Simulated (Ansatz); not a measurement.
# Profile along the Li–Li line in Li3Au (space group Fm-3m)

Li₃Au (space group Fm-3m)

```yaml
crystal:
  lattice:
    - [0.00000, 3.10833, 3.10833]
    - [3.10833, 0.00000, 3.10833]
    - [3.10833, 3.10833, 0.00000]
  atoms:
    - { symbol: Li, position: [0.25000, 0.25000, 0.25000] }
    - { symbol: Li, position: [0.75000, 0.75000, 0.75000] }
    - { symbol: Li, position: [0.50000, 0.50000, 0.50000] }
    - { symbol: Au, position: [0.00000, 0.00000, 0.00000] }
```

Fields along a shortest Li–Li line of a {110} plane (2.69 Å), from Li to Li, interpolated on the slice's grid (step about 0.2 Å). Calculation: PBEsol (plane waves to 420 eV, PAW, scalar-relativistic; Ansatz, a program for electronic structure). k mesh 13×13×13. These are valence fields of a PAW run, semicore shells included where kept as valence: close to a nucleus they are smooth pseudo fields. Li3Au was relaxed with its symmetry unable to fall. Spin-orbit coupling is left out, though Au is heavy.

| distance from Li (Å) | valence electron density (e/Å³) | electron localisation function |
|---|---|---|
| 0.00 | 8.80 | x |
| 0.27 | 5.23 | x |
| 0.54 | 0.65 | 0.33 |
| 0.81 | 0.08 | 0.02 |
| 1.08 | 0.06 | 0.10 |
| 1.34 | 0.06 | 0.23 |
| 1.61 | 0.06 | 0.11 |
| 1.88 | 0.07 | 0.02 |
| 2.15 | 0.64 | 0.40 |
| 2.42 | 5.29 | x |
| 2.69 | 9.46 | x |

x: too close to a nucleus for the ELF to mean much.

Density on the Li–Li line (2.69 Å) at its midpoint: 0.06 e/Å³. ELF at that point: 0.2.
